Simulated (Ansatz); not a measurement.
The computed numbers are results of PBEsol, scalar-relativistic (no spin polarisation) in the plane-wave PAW code Ansatz at 420 eV, Γ-centred 10×10×10 mesh, 0.05 eV Gaussian smearing; PAW files: Ansatz's generated set soft_2.

A crystal of composition XP, relaxed at this level of theory, gives this pattern between 10° and 80°.

Cu Kα1 powder pattern (kinematic, no thermal factors).
| 2θ (°) | relative intensity |
| --- | --- |
| 28.14 | 100 |
| 32.61 | 4 |
| 46.78 | 63 |
| 55.49 | 38 |
| 68.31 | 9 |
| 75.44 | 14 |

Task: Which lattice and cell does the pattern come from?

Result: Cubic, space group F-43m (No. 216), a = 5.488 Å, b = 5.488 Å, c = 5.488 Å, α = 90.00°, β = 90.00°, γ = 90.00°. The line positions fix the lattice at most, not the space group, and lines under 1 % of the strongest aren't listed; this is the group of the computed cell.

The calculation on XP, where X is one element, gave:

| Quantity | Value |
| --- | --- |
| Band gap | zero (metallic) |
| Density of states at the Fermi level | 0.85 states/(eV·atom) |
| Formation energy from the elements (0 K, uncorrected) | -0.47 eV/atom |
| Bulk modulus (Birch–Murnaghan) | 94 GPa |
| Pressure derivative B0′ | 3.9 |

Sites: X on 4a, P on 4d.

Task: Which element is X?
A. Ti
B. V
C. Ca
D. Sc

Result: A. X is Ti, so the compound is TiP.

This is a trial structure; measured cells of the compound in the Crystallography Open Database are in space group P63/mmc.

The cell is a metal with an odd number of electrons, and spin polarisation wasn't tried.
